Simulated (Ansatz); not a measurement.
**Relaxing an invented Ni3O structure**

These are results of DFT PBE, scalar-relativistic, plane waves, PAW (Ansatz 0.2.0), not measurements. Cutoff 420 eV, Gaussian smearing, Γ-centred meshes. Cell and atoms relax first on a coarse mesh and then on a finer one. In between, the cell is made exact in the group found at 0.06 Å. In metals the finer mesh still leaves noise of several meV/atom or more. The steps can't lower the symmetry of their start. Collinear spin, starting moments Ni 2.0 (×3) μB.

A trial structure of Ni3O was built thus: random cell by space group and Wyckoff sites (Im-3m, No. 229). The dimensions are guesses.

```cif
data_structure
_symmetry_space_group_name_H-M 'P 1'
_symmetry_Int_Tables_number 1
_cell_length_a 3.9729
_cell_length_b 3.9729
_cell_length_c 3.9729
_cell_angle_alpha 109.471
_cell_angle_beta 109.471
_cell_angle_gamma 109.471
_cell_volume 48.27
loop_
_atom_site_label
_atom_site_type_symbol
_atom_site_fract_x
_atom_site_fract_y
_atom_site_fract_z
_atom_site_occupancy
Ni1 Ni 0.00000 0.50000 0.50000 1
Ni2 Ni 0.50000 0.00000 0.50000 1
Ni3 Ni 0.50000 0.50000 0.00000 1
O1 O 0.00000 0.00000 0.00000 1
```

Formation energies are uncorrected and refer to the elements' standard structures at the same level (O₂ as a molecule).

Question: Where does the relaxation end?

Answer: The symmetry stays Im-3m (No. 229). The volume per atom shrinks by 5.7 %, from 12.1 to 11.4 Å³. The shortest distance goes from 2.29 Å (Ni–O and Ni–Ni) to 2.25 Å (Ni–O and Ni–Ni). Conventional cell: a = 4.498 Å. Ni has 2 O at 2.25 Å and 4 Ni at 2.25 Å; around O lie 6 Ni at 2.25 Å.

```cif
data_structure
_symmetry_space_group_name_H-M 'P 1'
_symmetry_Int_Tables_number 1
_cell_length_a 3.8955
_cell_length_b 3.8955
_cell_length_c 3.8955
_cell_angle_alpha 109.471
_cell_angle_beta 109.471
_cell_angle_gamma 109.471
_cell_volume 45.51
loop_
_atom_site_label
_atom_site_type_symbol
_atom_site_fract_x
_atom_site_fract_y
_atom_site_fract_z
_atom_site_occupancy
Ni1 Ni 0.00000 0.50000 0.50000 1
Ni2 Ni 0.50000 0.00000 0.50000 1
Ni3 Ni 0.50000 0.50000 0.00000 1
O1 O 0.00000 0.00000 0.00000 1
```

Question: How does it come out in energy, and is it a metal?

Answer: The formation energy is +0.54 eV/atom, the gap on the 14×14×14 mesh of the 4-atom cell is 0 eV (a metal) and the net moment per atom is 0.53 μB. The moment by site is Ni 0.7 (×3) μB.

The separate elements lie lower, so it is unstable against them.

The last run used collinear spin and Gaussian smearing of 0.10 eV. No Hubbard U is applied to the 3d shell of Ni. Another magnetic order may lie lower. A structure relaxed within its symmetry needn't be a true minimum. Another cell of Ni3O relaxed alike, in P6_3/mmc, lies 0.67 eV/atom lower, so this cell isn't the stable form at this level. Site moments count only spheres around the atoms; the net moment includes the space between them.
